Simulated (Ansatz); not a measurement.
**Question.** Name crystals whose computed values (PBEsol (plane waves, PAW; program Ansatz)) fall in these windows: Θ_D (K) 470 to 610; G_Hill (GPa) 160 to 200; B₀ by P(V) fit (GPa) 250 to 340.

**Answer.** 

```csv
crystal,Θ_D (K),G_Hill (GPa),B₀ by P(V) fit (GPa)
"Rh, fcc (Cu type)",513,173,295
"HfN, rock salt",507,167,284
```
Others may fit too.

All cells were relaxed under the symmetry of their starts (and spin orders); stability against distortions was not tested throughout. Rows with no word on spin ran without spin polarisation. Spin–orbit coupling is left out wherever it is not named.

Potentials: the later of the program's two PAW sets.
